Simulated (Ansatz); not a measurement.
ReS2:
```cif
data_Re3S6
_chemical_formula_sum 'Re3 S6'
_space_group_name_H-M_alt 'R3m :H'
_space_group_IT_number 160
_space_group_name_Hall 'R 3 -2"'
_cell_length_a 3.31405
_cell_length_b 3.31405
_cell_length_c 20.94957
_cell_angle_alpha 90.000
_cell_angle_beta 90.000
_cell_angle_gamma 120.000
loop_
_atom_site_label
_atom_site_type_symbol
_atom_site_symmetry_multiplicity
_atom_site_Wyckoff_symbol
_atom_site_fract_x
_atom_site_fract_y
_atom_site_fract_z
_atom_site_occupancy
Re1 Re 3 a 0.00000 0.00000 0.99999 1
S1 S 3 a 0.00000 0.00000 0.73548 1
S2 S 3 a 0.00000 0.00000 0.59783 1
```
(The calculation used a cell of 3 atoms; values per cell refer to that cell.)

This is the PBE-relaxed structure.

**Question.** All from PBE in the plane-wave PAW code Ansatz, unless another level is named. Give the electronic character.

**Answer.** metallic (no gap).

**Question.** Give the formation energy from the elements (no fitted shifts).

**Answer.** -0.27 eV/atom.

**Question.** Predict the density of states at the Fermi level.

**Answer.** 0.89 states/eV per atom (mean over ±0.08 eV).

A made-up cell: these elements were put on the sites of a structure type; neither database checked (COD, Materials Project) lists it. Its standing as an ambient phase is unchecked. The PBE relaxation kept the symmetry of its start; its stability against distortions is not shown here. No spin polarisation was allowed. A crystal of weakly bound layers computed without a dispersion correction: the cell and the soft elastic constants depend strongly on that. With an odd number of electrons in the cell and no spin polarisation, the count alone makes it a metal. The references are the lowest solids computed at this level, not always the standard phases. Spin–orbit coupling is left out wherever it is not named.

Potentials: the later of the program's two PAW sets.
